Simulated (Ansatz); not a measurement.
NbAg:
```yaml
crystal:
  lattice:
    - [4.77687, 0.00000, 0.00000]
    - [0.00000, 2.77960, 0.00000]
    - [0.00000, 0.00000, 5.32294]
  atoms:
    - { symbol: Ag, position: [0.25000, 0.00000, 0.85320] }
    - { symbol: Ag, position: [0.75000, 0.00000, 0.14680] }
    - { symbol: Nb, position: [0.25000, 0.50000, 0.35261] }
    - { symbol: Nb, position: [0.75000, 0.50000, 0.64739] }
```

Relaxed with PBE. Special points in fractions of this cell's reciprocal vectors: Γ (0.000, 0.000, 0.000); X (0.500, 0.000, 0.000); S (0.500, 0.500, 0.000); Y (0.000, 0.500, 0.000); Z (0.000, 0.000, 0.500); U (0.500, 0.000, 0.500); R (0.500, 0.500, 0.500); T (0.000, 0.500, 0.500).

Q: List the band energies nearest the Fermi level at these points for DFT-PBE in the program Ansatz with PAW potentials.

A: In eV from the Fermi level; about four levels below and three above (degenerate sets whole), none deeper than 8.9 eV; points with the same levels are listed once.

```
k                    below                above
-  -----------------------  -------------------
Γ  -2.12 -1.51 -1.21 -1.15       0.44 1.57 2.47
X  -1.74 -1.74 -0.94 -0.94  0.51 0.51 2.55 2.55
S  -1.17 -1.17 -0.85 -0.85  0.21 0.21 3.01 3.01
Y  -2.62 -1.93 -1.11 -0.95       0.07 0.37 0.71
Z  -2.03 -1.62 -1.22 -1.03       1.21 2.43 2.69
U  -1.45 -1.45 -0.25 -0.25  2.28 2.28 2.96 2.96
R  -0.23 -0.23 -0.11 -0.11  1.19 1.19 2.19 2.19
T  -1.04 -0.84 -0.52 -0.37       0.10 1.53 2.09
```

Space group Pmma. The start of the workflow was typed in or built on a structure type; neither database checked (COD, Materials Project) lists it. Whether it is the stable phase at ambient conditions was not checked. The cell was relaxed with PBE under the symmetry of its start; its stability against distortions is not shown here. No spin polarisation was allowed. Its formation energy is positive at this level, so the cell may be metastable or incomplete. Spin–orbit coupling is left out wherever it is not named.

Potentials: the later of the program's two PAW sets.
